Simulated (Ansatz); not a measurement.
NaMgF3:
```yaml
crystal:
  lattice:
    - [3.90726, 0.00000, 0.00000]
    - [0.00000, 3.90726, 0.00000]
    - [0.00000, 0.00000, 3.90726]
  atoms:
    - { symbol: Na, position: [0.00000, 0.00000, 0.00000] }
    - { symbol: Mg, position: [0.50000, 0.50000, 0.50000] }
    - { symbol: F, position: [0.50000, 0.50000, 0.00000] }
    - { symbol: F, position: [0.00000, 0.50000, 0.50000] }
    - { symbol: F, position: [0.50000, 0.00000, 0.50000] }
```

x, y and z are the axes in which the lattice vectors are written.

**Question.** Give the high-frequency dielectric tensor and the Born effective charge tensors of the independent atoms from DFPT, DFT-PBEsol in the program Ansatz with PAW potentials.

**Answer.** 
ε∞:
```
1.96  0.00  0.00
0.00  1.96  0.00
0.00  0.00  1.96
```
Z* of atom 1 (Na), rows: field, columns: displacement, in e:
```
1.14  0.00  0.00
0.00  1.14  0.00
0.00  0.00  1.14
```
Z* of atom 2 (Mg), rows: field, columns: displacement, in e:
```
1.92  0.00  0.00
0.00  1.92  0.00
0.00  0.00  1.92
```
Z* of atom 3 (F), rows: field, columns: displacement, in e:
```
-0.89   0.00   0.00
 0.00  -0.89   0.00
 0.00   0.00  -1.28
```

Space group Pm-3m (cubic perovskite). The first step of the workflow began from a Materials Project structure, measured or hypothetical; the Crystallography Open Database copy checked does not list it. COD files the formula under space group No. 62. Whether it is the stable phase at ambient conditions was not checked. The PBEsol relaxation kept the symmetry of its start. At this level the phase is dynamically unstable (imaginary phonons).

Potentials: the later of the program's two PAW sets.
